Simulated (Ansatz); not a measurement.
FeB₄: pressure against volume

FeB₄, Pnnm, a = 4.464 Å, b = 5.259 Å, c = 2.990 Å. The structure is a COD entry; whether it is the stable form wasn't checked. Ansatz: PBEsol, PAW, 420 eV, Γ-centred 8×8×12 mesh on 10 atoms, Gaussian smearing 0.10 eV; no spin polarisation. Shape and atoms are relaxed at each volume; pressure is positive in compression.

| V (Å³/atom) | P (GPa) |
| --- | --- |
| 6.599 | 19.71 |
| 6.810 | 9.12 |
| 7.020 | 0.00 |
| 7.231 | -7.87 |
| 7.442 | ? |

Take V0 = 7.020 Å³/atom, fit the third-order Birch–Murnaghan form to the other rows, and predict the missing pressure.

With the Eulerian strain f = ½[(V0/V)^(2/3) − 1] and y = P/[3f(1 + 2f)^(5/2)], the form is the line y = B0 + 1.5 B0 (B0′ − 4) f. Rows (f, y): 0.02105, 281.5; 0.01023, 282.5; -0.00977, 282.1. Means f = 0.007170, y = 282.03; Σ(Δf)² = 0.0004890, ΣΔfΔy = -0.007104; the slope is their ratio. y = 282.1 − 14.53 f GPa, so B0 = 282.1 GPa and B0′ = 4 + 2 × (-14.53)/(3 × 282.1) = 3.97. At V = 7.442, f = -0.01909, y = 282.38 and P = -14.67 GPa. The run gave -14.64 GPa, so the fit is 0.03 GPa too low, a small miss on the scale of the series. The form still works here, 33 % of the fitted range beyond its end.

Spin polarisation was left out, and a magnetic state may lie lower.

Cost: 5 runs of about 12 core-minutes in all, on Arm Neoverse V2 (shared hosts).